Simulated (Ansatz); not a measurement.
# TiAl$_{2}$ under pressure

Computed with Ansatz 0.2.0, DFT LDA, scalar-relativistic, plane waves, PAW. Settings: 420 eV plane-wave cutoff, Γ-centred 10×10×10 mesh, Fermi-Dirac smearing of 0.15 eV. No spin polarisation. Phonons by linear response, acoustic sum rule imposed.

Relaxed structure:
```
Ti Al
1.0
     1.93514   -5.97825    0.00000
     1.93514    5.97825    0.00000
     0.00000    0.00000    3.92661
Ti Al
2 4
Cartesian
  1.9351 -1.8665 0.0000
  1.9351 1.8665 0.0000
  0.0000 0.0000 0.0000
  1.9351 -3.9097 1.9633
  1.9351 3.9097 1.9633
  1.9351 0.0000 1.9633
```

In a metal, frequencies and elastic constants depend on the k mesh and the smearing, soft modes and shear constants most.

Problem. The cell is relaxed again at 2 and 6 GPa. How do volume, gap and optical modes at Γ (cm⁻¹, counted from the lowest optical one; a degenerate one stands once) change?

Solution.
```
          0 GPa  2 GPa  6 GPa
    V/V0  1.000  0.984  0.955
gap (eV)   0.00   0.00   0.00
  mode 1    223    228    238
  mode 2    236    241    252
  mode 3    240    246    257
  mode 4    246    252    263
  mode 5    247    253    265
  mode 6    262    268    280
  mode 7    287    294    307
  mode 8    294    301    313
  mode 9    312    320    334
 mode 10    314    322    337
 mode 11    320    328    343
 mode 12    336    344    360
 mode 13    345    354    370
 mode 14    362    371    388
 mode 15    362    372    389
```